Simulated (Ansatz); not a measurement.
Li4Be3As3BrO12: Field gradients at the nuclei

The cell is a Materials Project structure (computed, not necessarily an observed phase), atoms as given.

```cif
data_structure
_symmetry_space_group_name_H-M 'P 1'
_symmetry_Int_Tables_number 1
_cell_length_a 8.4137
_cell_length_b 8.4137
_cell_length_c 8.4137
_cell_angle_alpha 90.000
_cell_angle_beta 90.000
_cell_angle_gamma 90.000
_cell_volume 595.61
loop_
_atom_site_label
_atom_site_type_symbol
_atom_site_fract_x
_atom_site_fract_y
_atom_site_fract_z
_atom_site_occupancy
Li1 Li 0.18043 0.18043 0.18043 1
Li2 Li 0.81957 0.81957 0.18043 1
Li3 Li 0.81957 0.18043 0.81957 1
Li4 Li 0.68043 0.68043 0.68043 1
Li5 Li 0.18043 0.81957 0.81957 1
Li6 Li 0.31957 0.31957 0.68043 1
Li7 Li 0.68043 0.31957 0.31957 1
Li8 Li 0.31957 0.68043 0.31957 1
Be9 Be 0.25000 0.00000 0.50000 1
Be10 Be 0.75000 0.00000 0.50000 1
Be11 Be 0.50000 0.25000 0.00000 1
Be12 Be 0.50000 0.75000 0.00000 1
Be13 Be 0.00000 0.50000 0.25000 1
Be14 Be 0.00000 0.50000 0.75000 1
As15 As 0.25000 0.50000 0.00000 1
As16 As 0.75000 0.50000 0.00000 1
As17 As 0.00000 0.25000 0.50000 1
As18 As 0.00000 0.75000 0.50000 1
As19 As 0.50000 0.00000 0.25000 1
As20 As 0.50000 0.00000 0.75000 1
Br21 Br 0.00000 0.00000 0.00000 1
Br22 Br 0.50000 0.50000 0.50000 1
O23 O 0.14408 0.13658 0.40969 1
O24 O 0.85593 0.86342 0.40969 1
O25 O 0.85593 0.13658 0.59031 1
O26 O 0.40969 0.14408 0.13658 1
O27 O 0.63658 0.64407 0.90969 1
O28 O 0.14408 0.86342 0.59031 1
O29 O 0.40969 0.85593 0.86342 1
O30 O 0.36342 0.35592 0.90969 1
O31 O 0.59031 0.85593 0.13658 1
O32 O 0.63658 0.35592 0.09031 1
O33 O 0.59031 0.14408 0.86342 1
O34 O 0.36342 0.64407 0.09031 1
O35 O 0.13658 0.40969 0.14408 1
O36 O 0.64407 0.90969 0.63658 1
O37 O 0.13658 0.59031 0.85593 1
O38 O 0.35592 0.09031 0.63658 1
O39 O 0.86342 0.59031 0.14408 1
O40 O 0.64407 0.09031 0.36342 1
O41 O 0.86342 0.40969 0.85593 1
O42 O 0.35592 0.90969 0.36342 1
O43 O 0.90969 0.63658 0.64407 1
O44 O 0.90969 0.36342 0.35592 1
O45 O 0.09031 0.36342 0.64407 1
O46 O 0.09031 0.63658 0.35592 1
```

Atoms are numbered from 1 in the order listed; like atoms form one site, named after its first atom.

All values are calculated (Ansatz; DFT, PBE, plane waves and PAW, scalar-relativistic, 420 eV cutoff, Γ-centred 3×3×3 k-points, Fermi–Dirac smearing 0.02 eV), not measured.

Conventions: |V_zz| ≥ |V_yy| ≥ |V_xx|, η = (V_xx − V_yy)/V_zz, C_Q = eQV_zz/h.

7Li: I = 3/2, Q = -40.10 mb; Be-9: I = 3/2, Q = 52.88 mb; ⁷⁵As: I = 3/2, Q = 311.0 mb; ⁷⁹Br: I = 3/2, Q = 308.7 mb; ¹⁷O: I = 5/2, Q = -25.58 mb. Nuclear quadrupole moments: year-2017 set (Pyykkö).

```json
{"site": "Li", "atoms (order as listed)": "1, 2, 3, 4, 5, 6, …", "first shell": "3 O at 1.99 Å, 1 Br at 2.63 Å; also 3 O at 3.12 Å", "V_xx, V_yy, V_zz (10²¹ V/m²)": "-0.018, -0.018, 0.036", "η": "0.00", "C_Q (MHz)": "-0.035"}
{"site": "Be", "atoms (order as listed)": "9, 10, 11, 12, 13, 14", "first shell": "4 O at 1.64 Å", "V_xx, V_yy, V_zz (10²¹ V/m²)": "0.011, 0.011, -0.022", "η": "0.00", "C_Q (MHz)": "-0.028"}
{"site": "As", "atoms (order as listed)": "15, 16, 17, 18, 19, 20", "first shell": "4 O at 1.72 Å", "V_xx, V_yy, V_zz (10²¹ V/m²)": "0.31, 0.31, -0.61", "η": "0.00", "C_Q (MHz)": "-4.61"}
{"site": "Br", "atoms (order as listed)": "21, 22", "first shell": "4 Li at 2.63 Å", "V_xx, V_yy, V_zz (10²¹ V/m²)": "0.00, 0.00, 0.00", "η": "–", "C_Q (MHz)": "0"}
{"site": "O", "atoms (order as listed)": "23, 24, 25, 26, 27, 28, …", "first shell": "1 Be at 1.64 Å, 1 As at 1.72 Å, 1 Li at 1.99 Å; also 1 Li at 3.12 Å", "V_xx, V_yy, V_zz (10²¹ V/m²)": "-4.67, -8.87, 13.54", "η": "0.31", "C_Q (MHz)": "-8.38"}
```

An axis of threefold or higher order runs through Li, Be and As, so V_zz lies along it and η is zero. Br sits on a cubic site, where every gradient vanishes.

The largest force is 0.4 eV/Å, so the atoms aren't at the calculated equilibrium and relaxing them would move these values.
